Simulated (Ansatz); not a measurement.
Input, command and steps of an Ansatz relaxation.

```yaml
crystal:
  lattice:
    - [-6.2564826821, -6.0657940355, 0.078039753]
    - [-0.070386844, 6.0581411265, 6.2229882833]
    - [-6.3120200511, 6.1993711575, -6.2938314703]
  atoms:
    - { symbol: Si, position: [0.9809692441, 0.9944739992, 0.9853144098] }
    - { symbol: Si, position: [0.3528996817, 0.1747707368, 0.6546471055] }
    - { symbol: Si, position: [0.9820139636, 0.4893994943, 0.9913428516] }
    - { symbol: Si, position: [0.6714079329, 0.8406969872, 0.3532619373] }
    - { symbol: Si, position: [0.1731961942, 0.8374576559, 0.3172309119] }
    - { symbol: Si, position: [0.8323333482, 0.1677726169, 0.927508675] }
    - { symbol: Si, position: [0.6481252244, 0.326967845, 0.5853919053] }
    - { symbol: Si, position: [0.674946282, 0.8399484818, 0.5727997463] }
    - { symbol: Ge, position: [0.5246657714, 0.0090126498, 0.0075640071] }
    - { symbol: Ge, position: [0.6656670052, 0.3233378421, 0.360362383] }
    - { symbol: Ge, position: [0.1637755811, 0.3278103005, 0.3296855828] }
    - { symbol: Ge, position: [0.8438592877, 0.6758976349, 0.9141702835] }
    - { symbol: Sn, position: [0.5198983038, 0.5064590198, 0.0051693446] }
    - { symbol: Sn, position: [0.8140272996, 0.6571863791, 0.6638475452] }
    - { symbol: Sn, position: [0.1719698115, 0.3208747725, 0.5750200883] }
    - { symbol: Sn, position: [0.3260315266, 0.6720296778, 0.9305269098] }
    - { symbol: Sn, position: [0.5060691253, 0.0010877113, 0.2581386716] }
    - { symbol: Pb, position: [0.8192242385, 0.1617170619, 0.6764802349] }
    - { symbol: Pb, position: [0.3520323779, 0.6751206126, 0.662106599] }
    - { symbol: Pb, position: [0.3274505096, 0.153869539, 0.9074088642] }
    - { symbol: Pb, position: [0.5093235621, 0.5064864603, 0.2724152344] }
    - { symbol: Pb, position: [0.9912624588, 0.4999876867, 0.2460040948] }
    - { symbol: Pb, position: [0.1668126169, 0.8495696436, 0.5632163845] }
    - { symbol: Pb, position: [0.9913123912, 0.9936835984, 0.2376366556] }
  symmetry: { detect: false }
basis:
  ecutwfc: 420
kpoints:
  mp_grid: { grid: [3, 3, 2] }
hamiltonian:
  xc: pbe
scf:
  occupations: { method: gaussian, width: 0.1 }
  lower_state_search: "off"
output:
  forces: true
  stress: true
  eigenvalues: true
relax:
  adjacent_minimum: "off"
  f_tol: 0.04
  max_steps: 25
  cell: { stress_tol: 0.3 }
```

```bash
ansatz run input.yaml --threads 4 --pin off --max-ram 9216MiB --backend cpu --events-out ev --progress --plain --runs-dir out
```

All numbers below come from Ansatz, DFT PBE, scalar-relativistic, plane waves, PAW.

Of 5 frames 4 are shown, positions in Å and forces in eV/Å; the SCF threshold varies from step to step. Steps run on the plane waves of an earlier cell, with a Pulay correction in the pressure. The basis is chosen afresh for the last frame, the zero of the energies, and at times for earlier ones too; energy and pressure can step there, also at an unchanged geometry. Where two frames share a geometry here, they differ by under 2 meV/atom and 0.3 GPa.

```xyz
24
Lattice="-6.2565 -6.0658 0.0780 -0.0704 6.0581 6.2230 -6.3120 6.1994 -6.2938" Properties=species:S:1:pos:R:3:forces:R:3 pbc="T T T" step=1 free_energy_over_end_meV_per_atom=3.76 pressure_GPa=0.22
Si  -12.4267    6.1826    0.0638    0.1817    0.0202    0.1367
Si   -6.3524    2.9766   -3.0051   -0.1222    0.0280    0.0526
Si  -12.4358    3.1539   -3.1172    0.1455   -0.0666    0.0864
Si   -6.4896    3.2104    3.0607   -0.0276    0.0574   -0.0498
Si   -3.1449    5.9895    3.2284   -0.0331    0.0010    0.0159
Si  -11.0737    1.7176   -4.7286   -0.2017   -0.0023   -0.1518
Si   -7.7730    1.6785   -1.5991    0.0500   -0.0657    0.0268
Si   -7.8974    4.5454    1.6746    0.0580   -0.0363    0.0730
Ge   -3.3309   -3.0810    0.0494   -0.0380   -0.0249    0.0861
Ge   -6.4621    0.1550   -0.2040   -0.0147    0.0739   -0.0464
Ge   -3.1287    3.0363   -0.0222   -0.0244    0.0419   -0.0099
Ge  -11.0974    4.6433   -1.4817   -0.1571   -0.0220   -0.0622
Sn   -3.3210   -0.0533    3.1597    0.0122    0.0218    0.0615
Sn   -9.3294    3.1590   -0.0250   -0.0189    0.0205   -0.0488
Sn   -4.7280    4.4655   -1.6089    0.1115   -0.0257    0.0152
Sn   -7.9606    7.8623   -1.6491    0.0281    0.0498   -0.0882
Sn   -4.7957   -1.4628   -1.5784   -0.0092   -0.0155   -0.0163
Pb   -9.4068    0.2042   -3.1874   -0.0594    0.0298   -0.0647
Pb   -6.4292    6.0593    0.0616   -0.1257    0.0013   -0.0513
Pb   -7.7871    4.5713   -4.7280    0.0430    0.0432   -0.0642
Pb   -4.9417    1.6677    1.4771    0.0180   -0.0171    0.0350
Pb   -7.7898   -1.4587    1.6405   -0.0077   -0.0419   -0.0233
Pb   -4.6585    7.6265    1.7551    0.1480   -0.0412    0.0612
Pb   -7.7720    1.4800    4.7654    0.0434   -0.0296    0.0263
24
Lattice="-6.3324 -6.3324 -0.0176 0.0564 6.2909 6.2288 -6.2072 6.1870 -6.1832" Properties=species:S:1:pos:R:3:forces:R:3 pbc="T T T" step=2 free_energy_over_end_meV_per_atom=3.13 pressure_GPa=-0.33
Si  -12.2210    6.1412    0.1255   -0.0784   -0.0195   -0.1269
Si   -6.3071    2.9191   -2.9591    0.0737   -0.0692   -0.0413
Si  -12.2990    2.9888   -3.0676   -0.1418   -0.0308   -0.2258
Si   -6.3891    3.2336    3.0579   -0.0410    0.0216   -0.0580
Si   -2.9857    6.1019    3.2927    0.0304   -0.0554   -0.0339
Si  -11.0682    1.5324   -4.7432    0.1154    0.0338    0.1227
Si   -7.7359    1.5758   -1.6003   -0.0112    0.0312    0.0186
Si   -7.7997    4.5625    1.6786    0.0067   -0.0587   -0.0039
Ge   -3.3740   -3.2115    0.0266    0.0086    0.0058   -0.0895
Ge   -6.4109    0.0799   -0.2019   -0.0227   -0.0524    0.0286
Ge   -3.0517    3.0551    0.0101   -0.0009   -0.0308   -0.0091
Ge  -11.0220    4.5614   -1.4760    0.1429    0.0490    0.1245
Sn   -3.2709   -0.0611    3.1705    0.0615   -0.0961   -0.1090
Sn   -9.2296    3.1254   -0.0149   -0.0614   -0.1596    0.0852
Sn   -4.6413    4.4499   -1.6006   -0.0499    0.1242    0.0147
Sn   -7.8197    7.9595   -1.6251   -0.0285    0.0043    0.1424
Sn   -4.8278   -1.6088   -1.6124   -0.0123    0.0737    0.0490
Pb   -9.3910    0.0581   -3.1983   -0.0143   -0.0907    0.0783
Pb   -6.3440    6.1160    0.0811    0.2954    0.0693    0.1204
Pb   -7.7030    4.5290   -4.7078   -0.0623    0.0080    0.1892
Pb   -4.8806    1.6380    1.4732   -0.0412    0.0117   -0.0724
Pb   -7.7795   -1.6560    1.5487    0.0347    0.1312   -0.0087
Pb   -4.4801    7.7342    1.8156   -0.1635    0.0331   -0.2188
Pb   -7.6799    1.4035    4.6971   -0.0400    0.0664    0.0236
24
Lattice="-6.2779 -6.2407 0.0180 0.0014 6.2199 6.2079 -6.2439 6.2242 -6.2136" Properties=species:S:1:pos:R:3:forces:R:3 pbc="T T T" step=3 free_energy_over_end_meV_per_atom=0.09 pressure_GPa=-0.05
Si  -12.2770    6.1919    0.0912   -0.0291   -0.0160   -0.0093
Si   -6.3109    2.9548   -2.9700    0.0233   -0.0005    0.0075
Si  -12.3324    3.0805   -3.0974   -0.0495   -0.0253   -0.0399
Si   -6.4161    3.2485    3.0412   -0.0150    0.0202   -0.0083
Si   -3.0467    6.0881    3.2536    0.0146    0.0015    0.0102
Si  -11.0492    1.6265   -4.7337    0.0244    0.0209    0.0129
Si   -7.7388    1.6267   -1.5997   -0.0024   -0.0248   -0.0140
Si   -7.8243    4.5774    1.6621    0.0128   -0.0265   -0.0122
Ge   -3.3470   -3.1612    0.0338    0.0180    0.0096   -0.0003
Ge   -6.4180    0.1228   -0.2068   -0.0016    0.0290   -0.0035
Ge   -3.0775    3.0717   -0.0051    0.0052   -0.0028    0.0117
Ge  -11.0294    4.6208   -1.4804    0.0412    0.0104    0.0039
Sn   -3.2751   -0.0582    3.1527    0.0175    0.0199    0.0204
Sn   -9.2592    3.1447   -0.0227    0.0148    0.0252   -0.0060
Sn   -4.6660    4.4856   -1.6015   -0.0384   -0.0079    0.0110
Sn   -7.8627    7.9603   -1.6217   -0.0232   -0.0057    0.0005
Sn   -4.8060   -1.5402   -1.5926    0.0064   -0.0140   -0.0175
Pb   -9.3832    0.1197   -3.1949    0.0217    0.0113   -0.0102
Pb   -6.3507    6.1271    0.0762    0.0231    0.0003    0.0163
Pb   -7.7225    4.5720   -4.6913   -0.0091   -0.0054    0.0063
Pb   -4.8934    1.6627    1.4664    0.0110    0.0020    0.0003
Pb   -7.7570   -1.5581    1.5730   -0.0110   -0.0090    0.0110
Pb   -4.5474    7.7238    1.7753   -0.0436   -0.0195    0.0155
Pb   -7.6943    1.4559    4.7130   -0.0112    0.0069   -0.0064
24
Lattice="-6.2718 -6.2341 0.0244 -0.0029 6.2113 6.2016 -6.2430 6.2295 -6.2167" Properties=species:S:1:pos:R:3:forces:R:3 pbc="T T T" step=5 free_energy_over_end_meV_per_atom=0.00 pressure_GPa=0.01
Si  -12.2787    6.1929    0.0850    0.0010   -0.0081   -0.0007
Si   -6.3084    2.9575   -2.9688    0.0050    0.0018    0.0080
Si  -12.3364    3.0848   -3.1032    0.0041   -0.0125   -0.0104
Si   -6.4161    3.2482    3.0368   -0.0084    0.0104   -0.0041
Si   -3.0482    6.0852    3.2505    0.0034    0.0021    0.0012
Si  -11.0415    1.6363   -4.7341   -0.0041    0.0047    0.0004
Si   -7.7361    1.6275   -1.6015   -0.0021   -0.0129   -0.0046
Si   -7.8216    4.5743    1.6554    0.0084   -0.0161   -0.0038
Ge   -3.3416   -3.1548    0.0373    0.0017    0.0070    0.0095
Ge   -6.4140    0.1282   -0.2066    0.0064    0.0063    0.0007
Ge   -3.0787    3.0731   -0.0054   -0.0030    0.0067   -0.0020
Ge  -11.0226    4.6250   -1.4855   -0.0034    0.0039   -0.0013
Sn   -3.2692   -0.0540    3.1582   -0.0215   -0.0214   -0.0127
Sn   -9.2576    3.1465   -0.0266   -0.0038   -0.0045    0.0024
Sn   -4.6692    4.4878   -1.6006    0.0010    0.0025   -0.0060
Sn   -7.8648    7.9607   -1.6231    0.0221    0.0245    0.0220
Sn   -4.8003   -1.5371   -1.5921   -0.0057    0.0006    0.0014
Pb   -9.3767    0.1245   -3.1979   -0.0042   -0.0039    0.0035
Pb   -6.3496    6.1280    0.0747   -0.0020    0.0019    0.0000
Pb   -7.7200    4.5775   -4.6872   -0.0005    0.0035   -0.0048
Pb   -4.8879    1.6632    1.4683    0.0017   -0.0072    0.0002
Pb   -7.7545   -1.5520    1.5765   -0.0005    0.0041   -0.0053
Pb   -4.5530    7.7183    1.7735    0.0029    0.0061    0.0031
Pb   -7.6930    1.4598    4.7123    0.0016    0.0003    0.0032
```

Time: 3.7 min on 4 threads of Arm Neoverse V2 (shared host), peak memory 2.7 GiB.

The k mesh is coarse. Spin–orbit coupling is left out, which can shift energies with elements as heavy as these.